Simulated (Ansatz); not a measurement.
GaAs (rock salt, Fm-3m) at seven volumes, the program Ansatz at the r²SCAN level (PAW), scaled uniformly. One row is withheld.

| V (Å³/atom) | P (GPa) |
|---|---|
| 17.216 | ? |
| 17.784 | 5.91 |
| 18.351 | 2.70 |
| 18.919 | -0.01 |
| 19.487 | -2.28 |
| 20.054 | -4.18 |
| 20.622 | -5.74 |

**Question.** Fit the shown pressures and predict the withheld one.

**Answer.** P = (3/2)B₀(x^(7/2) − x^(5/2))[1 + (3/4)(B′ − 4)(x − 1)] with x = (V₀/V)^(2/3). Least squares on the six rows gives V₀ = 18.916 Å³/atom, B₀ = 82.3 GPa, B′ = 4.93. At V = 17.216, x = 1.0648 and P = 9.78 GPa. The run itself gave 9.71 GPa.

The start of the workflow was typed in or built on a structure type; neither database checked (COD, Materials Project) lists it. It is not the phase usual at ambient conditions (space group No. 216). The r²SCAN relaxation kept the symmetry of its start; its stability against distortions is not shown here.

Potentials: the later of the program's two PAW sets.
